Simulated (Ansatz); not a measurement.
A (001) slab of TaSi2 (P6_222 (No. 180)), 4 planes, outer planes TaSi2 (top) and TaSi2 (bottom), with 12 atoms (Ta4Si8) in a surface cell of A = 19.629 Å², as cut from the bulk:

```xyz
12
Lattice="4.7609 0.0000 0.0000 -2.3804 4.1230 0.0000 0.0000 0.0000 21.5558" Properties=species:S:1:pos:R:3 pbc="T T T"
Ta    1.1902    2.0615    7.5000
Si   -1.2431    3.4664    7.5000
Si    3.6235    0.6567    7.5000
Ta   -1.1902    2.0615    9.6853
Si    1.2431    3.4664    9.6853
Si    1.1374    0.6567    9.6853
Ta    2.3804    0.0000   11.8705
Si    2.3804    2.8097   11.8705
Si    0.0000    1.3133   11.8705
Ta    1.1902    2.0615   14.0558
Si   -1.2431    3.4664   14.0558
Si    3.6235    0.6567   14.0558
```

All numbers below come from Ansatz 0.2.0, DFT PBEsol, scalar-relativistic, plane waves, PAW. Cutoff 420 eV; k points 9×9×1 on the computed 12-atom cell (Γ-centred); Gaussian smearing, width 0.10 eV; no spin polarisation. The cell repeats along c with a dipole correction in the vacuum.

Against the same 12 atoms in the bulk, the slab as cut lies 6.618 eV higher and the relaxed slab 6.353 eV higher.

Q: Work out the surface energy before and after relaxation.

A: The slab has two faces, so γ = (E_slab − N·E_bulk)/(2A), the mean of both. As cut: 6.618/(2 × 19.629) = 0.1686 eV/Å², and 1 eV/Å² = 16.02 J/m², so γ = 2.70 J/m². Relaxed: 6.353/(2 × 19.629) = 0.1618 eV/Å² = 2.59 J/m². Relaxation recovers 4 % of the cost of cutting.

Q: What is the ideal work of this cut, per area?

A: Griffith's ideal work is 2γ: 5.40 J/m² if the new faces stay rigid, 5.18 J/m² if they relax. One thickness was run, 4 planes, so γ can still shift with it.

Cost: 4 runs of about 39 core-minutes in all, on Intel Xeon Processor @ 2.50GHz (Skylake/Cascade Lake) (shared hosts).